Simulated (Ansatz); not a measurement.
Au (bcc (W type), space group No. 229) at seven volumes, plane-wave PAW r²SCAN+D4 (Ansatz code), scaled uniformly. One row is withheld.

| V (Å³/atom) | P (GPa) |
|---|---|
| 15.805 | 20.08 |
| 16.326 | ? |
| 16.847 | 5.38 |
| 17.368 | 0.00 |
| 17.889 | -4.32 |
| 18.410 | -7.78 |
| 18.931 | -10.50 |

Task: Fit the shown pressures and predict the withheld one.

Result: P = (3/2)B₀(x^(7/2) − x^(5/2))[1 + (3/4)(B′ − 4)(x − 1)] with x = (V₀/V)^(2/3). Least squares on the six rows gives V₀ = 17.369 Å³/atom, B₀ = 160 GPa, B′ = 6.15. At V = 16.326, x = 1.0421 and P = 11.98 GPa. The run itself gave 12.00 GPa.

Space group Im-3m (bcc (W type)). The first step of the workflow began from a Materials Project structure, measured or hypothetical; the Crystallography Open Database copy checked does not list it. It is not the phase usual at ambient conditions (space group No. 225). Symmetry was held in the r²SCAN+D4 relaxation. At this level the phase is mechanically unstable. The pairwise dispersion correction was not fitted to metals. Spin–orbit coupling is left out wherever it is not named.

Potentials: the later of the program's two PAW sets.
